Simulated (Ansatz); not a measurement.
**Ansatz run, Ca₂BiAu₂**

The input, for Ansatz 0.2.0 (plane waves, PAW):

```yaml
crystal:
  lattice:
    - [8.039251, 0.0, 0.0]
    - [0.0, 8.039251, 0.0]
    - [0.0, 0.0, 3.825995]
  atoms:
    - { symbol: Ca, position: [0.1733, 0.6733, 0.5] }
    - { symbol: Ca, position: [0.3267, 0.1733, 0.5] }
    - { symbol: Ca, position: [0.8267, 0.3267, 0.5] }
    - { symbol: Ca, position: [0.6733, 0.8267, 0.5] }
    - { symbol: Au, position: [0.62284, 0.12284, 0.0] }
    - { symbol: Au, position: [0.87716, 0.62284, 0.0] }
    - { symbol: Au, position: [0.37716, 0.87716, 0.0] }
    - { symbol: Au, position: [0.12284, 0.37716, 0.0] }
    - { symbol: Bi, position: [0.0, 0.0, 0.0] }
    - { symbol: Bi, position: [0.5, 0.5, 0.0] }
  symmetry: { tolerance: 0.0003 }
kpoints:
  mp_grid: { grid: [4, 4, 9], shift: [0, 0, 0] }
  band_path:
    path:
      - [0.0, 0.0, 0.0]
      - [0.0, 0.5, 0.0]
      - [0.5, 0.5, 0.0]
      - [0.0, 0.0, 0.0]
      - [0.0, 0.0, 0.5]
      - [0.0, 0.5, 0.5]
      - [0.5, 0.5, 0.5]
      - [0.0, 0.0, 0.5]
      - [0.0, 0.5, 0.0]
      - [0.0, 0.5, 0.5]
      - [0.5, 0.5, 0.0]
    npoints: 6
magnetization:
  spin_polarized: false
scf:
  occupations: { method: fermi_dirac }
  lower_state_search: "off"
  max_iter: 200
hamiltonian:
  pseudopotentials: { kind: paw }
  xc: r2scan
basis:
  ecutwfc: 500
  fft_grid_basis: typed
output:
  forces: true
  stress: true
  eigenvalues: true
  bader: true
  populations: true
  elf: true
  write_potential: true
  volumetric_format: npy
  dos:
    e_range: [-12, 8]
    de: 0.05
    projected: { site_lists: { Au: [Au], Bi: [Bi], Ca: [Ca] } }
checkpoint:
  read: saved_state
```

The run starts from an earlier solution of this cell. 

Excerpt of what it printed:

```
Pseudopotentials: kind: paw
Pseudopotential: Ca, paw, valence charge 10, recommended cutoff 500 eV (meta_gga), Ca.paw.azcp
Pseudopotential: Au, paw, valence charge 19, recommended cutoff 500 eV (meta_gga), Au.paw.azcp
Pseudopotential: Bi, paw, valence charge 15, recommended cutoff 500 eV (meta_gga), Bi.paw.azcp
Functional definition: r2SCAN
  exchange = r2scan_x(k0 = k0, k1 = k1, a1 = a1)
  correlation = r2scan_c
Crystal: 10 atoms, lattice volume = 247.272 Å³
Basis set: ecut = 500 eV, 6253 PW (Γ), exchange–correlation on 240×240×120 points (64 copies of the dense FFT grid, shifted against one another)
Bands: 88, of which v1, the nominal top of the filled ones, is band 73 counted from 1 (72 counted from 0)
Symmetry: 16 space group operations
Space group: P4/mbm (ITA 127), of the structure as read, at distance tolerance 1.9e-3 Å
k-points: 30 of 144
Initial density: read from a saved state, or passed on in memory by an earlier SCF of this step, an earlier step, the calling program or the single point that the run made first
Functional: x = r2scan, c = r2scan; τ floored in thin density (d = 2e-4 eV/Å³)
Free energy (F): -84770.9739 eV
Harris-Foulkes:  -84770.9739 eV  (|F-HF|=3.20e-9)
Internal energy: -84770.8324 eV  (E = F + TS)
E sigma→0 (E₀):  -84770.9031 eV
Entropy (-TS):   -0.1415 eV (-14.146 meV/atom)
Fermi energy:    12.3209 eV
--- Per-component energies (eV) ---
  E_band       = -2140.6707
  E_kinetic    = 4145.2936
  E_local      = -15709.8796  (includes V_loc(G=0)·N_el)
  E_nonlocal   = 1665.9125
  E_hartree    = 6133.5324
  E_xc         = -1705.6033
  E_vxc        = -2326.8066  (∫ρ·V_xc dr)
  E_paw        = -63755.5331  (= ΣΔE_a)
  E_vpaw       = -2338.1030  (= ΣTr[D̂ρ^β])
  E_aug_tail   = 0.0023  (compensation charges beyond the density's cutoff)
  E_vtau       = 155.8460  (kinetic-family band-sum trace: ∫τ·v_τ [+ j·A + Jᵃ·Aᵃ] dr)
  E_ewald      = -15544.7203
  E_core_change = 0.1631  (= ΣΔE_core)
  E_smearing   = -0.1415  (= −TS)
--- Forces (eV/Å), atoms counted from 1 ---
  atom   1  Ca    -0.0090    -0.0090     0.0000
  atom   2  Ca     0.0090    -0.0090     0.0000
  atom   3  Ca     0.0090     0.0090     0.0000
  atom   4  Ca    -0.0090     0.0090     0.0000
  atom   5  Au    -0.0760    -0.0760     0.0000
  atom   6  Au     0.0760    -0.0760     0.0000
  atom   7  Au     0.0760     0.0760     0.0000
  atom   8  Au    -0.0760     0.0760     0.0000
  atom   9  Bi     0.0000     0.0000     0.0000
  atom  10  Bi     0.0000     0.0000     0.0000
--- Stress (GPa, compression-positive) ---
        1.8874       0.0000       0.0000
        0.0000       1.8874       0.0000
        0.0000       0.0000      -0.3741
  P = ⅓ Tr σ = 1.1335 GPa (11.335 kbar)
--- Bader charges: 10 sites ---
  site symbol  charge [e]  shift [e]
     0     Ca      1.4157     0.0001
     1     Ca      1.4157     0.0001
     2     Ca      1.4157     0.0001
     3     Ca      1.4157     0.0001
     4     Au     -1.1594     0.0001
     5     Au     -1.1594     0.0001
     6     Au     -1.1594     0.0001
     7     Au     -1.1594     0.0001
     8     Bi     -0.5125     0.0000
     9     Bi     -0.5126     0.0000
```

Total energies depend on the potentials used, so only differences within one code and one set of settings carry meaning.

Origin: a known structure type with other elements, at an estimated volume, so it need not be a known compound.
